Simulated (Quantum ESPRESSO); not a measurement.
```
CELL_PARAMETERS angstrom
      0.00000     2.79406     2.79406
      2.79406     0.00000     2.79406
      2.79406     2.79406     0.00000
ATOMIC_POSITIONS crystal
  Na 0.00000 0.00000 0.00000
  Cl 0.50000 0.50000 0.50000
```
The cell comes from the Materials Project (a computed structure). It is NaCl in Fm-3m. Stability against distortions was not tested.

With PBE (σ by GIPAW in a modified build of Quantum ESPRESSO; JTH PAW datasets, 30 Ha):

```
quantity          PBE
--------------  -----
σ_iso Na (ppm)  538.3
σ_iso Cl (ppm)  964.3
```

Shieldings are absolute and leave out the bulk-susceptibility term; a larger σ means a smaller chemical shift. By our sweeps, such settings leave a few ppm in absolute σ. The datasets of Na, Cl hold no d projectors, which limits absolute σ on these atoms. Static lattice: thermal averaging is not included.

Q: What does the LDA, on its own JTH datasets and the same geometry, give?

A: 
```tsv
quantity	LDA	LDA − PBE
σ_iso Na (ppm)	528.1	-10.2
σ_iso Cl (ppm)	928.7	-35.6
```
